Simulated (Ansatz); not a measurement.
Values for one crystal, relaxed and computed with the program Ansatz at the PBE level (PAW); other levels are named.

Volume per atom: 9.30 Å³
Electronic character: metallic (no gap)
Formation energy from the elements (no fitted shifts): 0.055 eV/atom
Pressure derivative B′: 3.7
Bulk modulus (Birch–Murnaghan fit): 1760 kbar
Density of states at the Fermi level: 0.50 states/eV per atom (mean over ±0.08 eV)

Task: Which compound is it?
A) SiB6, R-3m (B on 18h, B on 18h, Si on 6c)
B) LaB6, Pm-3m (La on 1a, B on 6f)
C) Si2Mo, Fddd (Si on 16f, Mo on 8a)
D) SiMo3, Fm-3m (Si on 4a, Mo on 4b, Mo on 8c)

Result: A, SiB6, R-3m (B on 18h, B on 18h, Si on 6c)

The start of the workflow was typed in or built on a structure type; neither database checked (COD, Materials Project) lists it. COD files the formula under space group No. 221. Whether it is the stable phase at ambient conditions was not checked. Symmetry was held in the PBE relaxation; whether a distortion lowers the energy is not shown. The volume moved by 19 % from the start of the relaxation. The references are the lowest solids computed at this level, not always the standard phases.

Potentials: the earlier of the program's two PAW sets.
